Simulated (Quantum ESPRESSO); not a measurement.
## AlSi2PC4 (finding a planted mistake in a log)

Simulated, not a measurement. The program is pw.x of Quantum ESPRESSO 7.5 (plane-wave density functional theory). The cell is made up: 8 atoms on a wurtzite lattice, with randomly drawn elements, strain and displacements, not relaxed. PseudoDojo standard norm-conserving files (v0.5 for PBE, v0.4.1 for LDA and PBEsol) set the functional; there is no spin polarisation, spin-orbit coupling or dispersion term, and the masses in the input are unused placeholders.

Intended input:

```
&control calculation='scf', pseudo_dir='./dojo.nc.sr.pbe.v0_5.standard.upf', outdir='./o', disk_io='medium', tprnfor=.true., tstress=.true. /
&system ibrav=0, nat=8, ntyp=4, nbnd=22, ecutwfc=82.02448710, nosym=.true., tot_charge=0,
 occupations='smearing', smearing='fd', degauss=0.0018374661
/
&electrons conv_thr=7.350e-09, electron_maxstep=60, /
ATOMIC_SPECIES
Al 1.0 Al.upf
C 1.0 C.upf
P 1.0 P.upf
Si 1.0 Si.upf
CELL_PARAMETERS angstrom
3.1074 -0.0206 0.0087
-0.0356 5.3387 -0.0224
0.0142 -0.0211 5.0755
ATOMIC_POSITIONS angstrom
Al -0.043 0.0038 0.0078
Si 1.4721 2.6707 0.0132
P 1.5313 0.8805 2.5351
Si -0.021 3.5475 2.5476
C 0.021 0.0026 1.886
C 1.5128 2.6168 1.9233
C 1.5373 0.8779 4.4683
C -0.0216 3.5495 4.4279
K_POINTS automatic
6 4 4 1 1 1
```

The log is shortened where brackets say so; the opening notice, blank lines, dates and the lines on written files are dropped, and the path of the files is cut. It prints rydbergs, bohrs and kilobars, and counts compression as positive stress.

Log of the intended run:

```
     Program PWSCF v.7.5
     Parallel version (MPI & OpenMP), running on       1 processor cores
     Number of MPI processes:                 1
     Threads/MPI process:                     1
     [start-up lines left out]
     bravais-lattice index     =            0
     lattice parameter (alat)  =       5.8723  a.u.
     unit-cell volume          =     568.1696 (a.u.)^3
     number of atoms/cell      =            8
     number of atomic types    =            4
     number of electrons       =        32.00
     number of Kohn-Sham states=           22
     kinetic-energy cutoff     =      82.0245  Ry
     charge density cutoff     =     328.0979  Ry
     scf convergence threshold =      7.3E-09
     mixing beta               =       0.7000
     number of iterations used =            8  plain     mixing
     Exchange-correlation= PBE
                           (   1   4   3   4   0   0   0)
     [axes and pseudopotential details left out]
   Cartesian axes
     site n.     atom                  positions (alat units)
         1        Al     tau(   1) = (  -0.0138376   0.0012229   0.0025101  )
         2        Si     tau(   2) = (   0.4737278   0.8594423   0.0042478  )
         3        P      tau(   3) = (   0.4927786   0.2833485   0.8158056  )
         4        Si     tau(   4) = (  -0.0067579   1.1416001   0.8198282  )
         5        C      tau(   5) = (   0.0067579   0.0008367   0.6069226  )
         6        C      tau(   6) = (   0.4868253   0.8420970   0.6189259  )
         7        C      tau(   7) = (   0.4947095   0.2825118   1.4379173  )
         8        C      tau(   8) = (  -0.0069510   1.1422437   1.4249164  )
     number of k points=    48  Fermi-Dirac smearing, width (Ry)=  0.0018
                       cart. coord. in units 2pi/alat
        k(    1) = (   0.0836092   0.0736373   0.0766036), wk =   0.0416667
        k(    2) = (   0.0831849   0.0742767   0.2296702), wk =   0.0416667
     [further k points left out]
     Dense  grid:    57011 G-vectors     FFT dimensions: (  36,  60,  60)
     Estimated max dynamical RAM per process >      67.04 MB
     Initial potential from superposition of free atoms
     starting charge      31.9960, renormalised to      32.0000
     Starting wfcs are   32 randomized atomic wfcs
     total cpu time spent up to now is        6.5 secs
     per-process dynamical memory:    43.9 Mb
     Self-consistent Calculation
     iteration #  1     ecut=    82.02 Ry     beta= 0.70
     Davidson diagonalization with overlap
     ethr =  1.00E-02,  avg # of iterations =  3.5
     total cpu time spent up to now is       19.7 secs
     total energy              =     -82.79813024 Ry
     estimated scf accuracy    <       1.96112930 Ry
     iteration #  2     ecut=    82.02 Ry     beta= 0.70
     Davidson diagonalization with overlap
     ethr =  6.13E-03,  avg # of iterations =  2.2
     total cpu time spent up to now is       29.2 secs
     total energy              =     -83.08068136 Ry
     estimated scf accuracy    <       1.78780597 Ry
     [iterations 3 to 10 left out]
     iteration # 11     ecut=    82.02 Ry     beta= 0.70
     Davidson diagonalization with overlap
     ethr =  7.03E-10,  avg # of iterations =  3.3
     total cpu time spent up to now is      128.5 secs
     total energy              =     -83.56620889 Ry
     estimated scf accuracy    <       0.00000007 Ry
     iteration # 12     ecut=    82.02 Ry     beta= 0.70
     Davidson diagonalization with overlap
     ethr =  2.18E-10,  avg # of iterations =  2.0
     total cpu time spent up to now is      137.3 secs
     End of self-consistent calculation
     [lines on levels left out]
!    total energy              =     -83.56620891 Ry
     estimated scf accuracy    <          4.4E-09 Ry
     smearing contrib. (-TS)   =      -0.00000000 Ry
     internal energy E=F+TS    =     -83.56620891 Ry
     The total energy is F=E-TS. E is the sum of the following terms:
     one-electron contribution =      20.18257873 Ry
     hartree contribution      =      10.00787926 Ry
     xc contribution           =     -30.17695659 Ry
     ewald contribution        =     -83.57971031 Ry
     convergence has been achieved in  12 iterations
     Forces acting on atoms (cartesian axes, Ry/au):
     atom    1 type  1   force =     0.00626442    0.01508933   -0.06824594
     atom    2 type  4   force =     0.02906865   -0.00675133   -0.07228414
     atom    3 type  3   force =     0.01232686    0.00346646    0.10718317
     atom    4 type  4   force =    -0.01111396   -0.00990113    0.05179099
     atom    5 type  2   force =    -0.01736045    0.02018706    0.10299615
     atom    6 type  2   force =     0.00967564   -0.00697253   -0.01241964
     atom    7 type  2   force =    -0.00727203    0.06076330   -0.10645178
     atom    8 type  2   force =    -0.02158914   -0.07588115   -0.00256880
     Total force =     0.241904     Total SCF correction =     0.000093
     Computing stress (Cartesian axis) and pressure
          total   stress  (Ry/bohr**3)                   (kbar)     P=       32.49
   0.00001905   0.00010073  -0.00000452            2.80       14.82       -0.67
   0.00010073   0.00046041   0.00009153           14.82       67.73       13.47
  -0.00000452   0.00009153   0.00018314           -0.67       13.47       26.94
     init_run     :      5.95s CPU      6.38s WALL (       1 calls)
     electrons    :    117.80s CPU    131.47s WALL (       1 calls)
     forces       :      1.89s CPU      1.91s WALL (       1 calls)
     stress       :      7.44s CPU      7.50s WALL (       1 calls)
     [timing details left out]
     PWSCF        :   2m13.22s CPU   2m29.07s WALL
     JOB DONE.
```

A second run was made from an input with one planted mistake. Its log:

```
     Program PWSCF v.7.5
     Parallel version (MPI & OpenMP), running on       1 processor cores
     Number of MPI processes:                 1
     Threads/MPI process:                     1
     [start-up lines left out]
     bravais-lattice index     =            0
     lattice parameter (alat)  =       5.8723  a.u.
     unit-cell volume          =     568.1696 (a.u.)^3
     number of atoms/cell      =            8
     number of atomic types    =            4
     number of electrons       =        32.00
     number of Kohn-Sham states=           22
     kinetic-energy cutoff     =      82.0245  Ry
     charge density cutoff     =     328.0979  Ry
     scf convergence threshold =      7.3E-09
     mixing beta               =       0.7000
     number of iterations used =            8  plain     mixing
     Exchange-correlation= SLA  PW   NOGX NOGC
                           (   1   4   0   0   0   0   0)
     [axes and pseudopotential details left out]
   Cartesian axes
     site n.     atom                  positions (alat units)
         1        Al     tau(   1) = (  -0.0138376   0.0012229   0.0025101  )
         2        Si     tau(   2) = (   0.4737278   0.8594423   0.0042478  )
         3        P      tau(   3) = (   0.4927786   0.2833485   0.8158056  )
         4        Si     tau(   4) = (  -0.0067579   1.1416001   0.8198282  )
         5        C      tau(   5) = (   0.0067579   0.0008367   0.6069226  )
         6        C      tau(   6) = (   0.4868253   0.8420970   0.6189259  )
         7        C      tau(   7) = (   0.4947095   0.2825118   1.4379173  )
         8        C      tau(   8) = (  -0.0069510   1.1422437   1.4249164  )
     number of k points=    48  Fermi-Dirac smearing, width (Ry)=  0.0018
                       cart. coord. in units 2pi/alat
        k(    1) = (   0.0836092   0.0736373   0.0766036), wk =   0.0416667
        k(    2) = (   0.0831849   0.0742767   0.2296702), wk =   0.0416667
     [further k points left out]
     Dense  grid:    57011 G-vectors     FFT dimensions: (  36,  60,  60)
     Estimated max dynamical RAM per process >      67.04 MB
     Initial potential from superposition of free atoms
     starting charge      31.9964, renormalised to      32.0000
     Starting wfcs are   32 randomized atomic wfcs
     total cpu time spent up to now is        6.0 secs
     per-process dynamical memory:    53.8 Mb
     Self-consistent Calculation
     iteration #  1     ecut=    82.02 Ry     beta= 0.70
     Davidson diagonalization with overlap
     ethr =  1.00E-02,  avg # of iterations =  3.4
     total cpu time spent up to now is       19.7 secs
     total energy              =     -83.14503077 Ry
     estimated scf accuracy    <       2.02142428 Ry
     iteration #  2     ecut=    82.02 Ry     beta= 0.70
     Davidson diagonalization with overlap
     ethr =  6.32E-03,  avg # of iterations =  2.3
     total cpu time spent up to now is       32.1 secs
     total energy              =     -83.42987752 Ry
     estimated scf accuracy    <       1.98359280 Ry
     [iterations 3 to 10 left out]
     iteration # 11     ecut=    82.02 Ry     beta= 0.70
     Davidson diagonalization with overlap
     ethr =  7.92E-10,  avg # of iterations =  3.8
     total cpu time spent up to now is      122.7 secs
     total energy              =     -83.96051284 Ry
     estimated scf accuracy    <       0.00000011 Ry
     iteration # 12     ecut=    82.02 Ry     beta= 0.70
     Davidson diagonalization with overlap
     ethr =  3.55E-10,  avg # of iterations =  2.0
     total cpu time spent up to now is      132.1 secs
     End of self-consistent calculation
     [lines on levels left out]
!    total energy              =     -83.96051287 Ry
     estimated scf accuracy    <          6.5E-09 Ry
     smearing contrib. (-TS)   =      -0.00000000 Ry
     internal energy E=F+TS    =     -83.96051287 Ry
     The total energy is F=E-TS. E is the sum of the following terms:
     one-electron contribution =      19.90918761 Ry
     hartree contribution      =       9.90489120 Ry
     xc contribution           =     -30.19488137 Ry
     ewald contribution        =     -83.57971031 Ry
     convergence has been achieved in  12 iterations
     Forces acting on atoms (cartesian axes, Ry/au):
     atom    1 type  1   force =     0.00670712    0.01421646   -0.06629327
     atom    2 type  4   force =     0.02831247   -0.00717187   -0.07145909
     atom    3 type  3   force =     0.01121083    0.00407290    0.10390192
     atom    4 type  4   force =    -0.01062988   -0.00973810    0.05157357
     atom    5 type  2   force =    -0.01646718    0.02125447    0.10144130
     atom    6 type  2   force =     0.00916675   -0.00865148   -0.01151888
     atom    7 type  2   force =    -0.00749431    0.06003673   -0.10519472
     atom    8 type  2   force =    -0.02080580   -0.07401911   -0.00245082
     Total force =     0.237394     Total SCF correction =     0.000107
     Computing stress (Cartesian axis) and pressure
          total   stress  (Ry/bohr**3)                   (kbar)     P=      -49.72
  -0.00053371   0.00010437  -0.00001018          -78.51       15.35       -1.50
   0.00010437  -0.00010767   0.00009218           15.35      -15.84       13.56
  -0.00001018   0.00009218  -0.00037250           -1.50       13.56      -54.80
     init_run     :      5.73s CPU      5.85s WALL (       1 calls)
     electrons    :    111.94s CPU    126.14s WALL (       1 calls)
     forces       :      1.56s CPU      1.58s WALL (       1 calls)
     stress       :      6.05s CPU      6.09s WALL (       1 calls)
     [timing details left out]
     PWSCF        :   2m 5.48s CPU   2m20.00s WALL
     JOB DONE.
```

Question: what was wrong in the second input?

Answer: the files are those of another functional. The input lines that differ, file-writing options aside:

```
- &control calculation='scf', pseudo_dir='./dojo.nc.sr.pbe.v0_5.standard.upf', outdir='./o', disk_io='medium', tprnfor=.true., tstress=.true. /
+ &control calculation='scf', pseudo_dir='./dojo.nc.sr.lda.v0_4_1.standard.upf', outdir='./o', disk_io='medium', tprnfor=.true., tstress=.true. /
```

```
                                            intended run  run with the mistake
                          free energy (eV)     -1136.976             -1142.341
                    smearing term -TS (eV)        0.0000                0.0000
                            pressure (GPa)          3.25                 -4.97
            largest force component (eV/Å)         2.756                 2.705
largest change of a force component (eV/Å)                               0.084
                                iterations            12                    12
```

For scale, a rerun of the intended cell at 1347 eV and a 8 x 6 x 6 mesh moved values by no more than 0.003 eV in energy, 0.15 GPa in stress and 0.007 eV/Å in force. Files of another functional have another zero of energy, so the energy change says nothing on stability.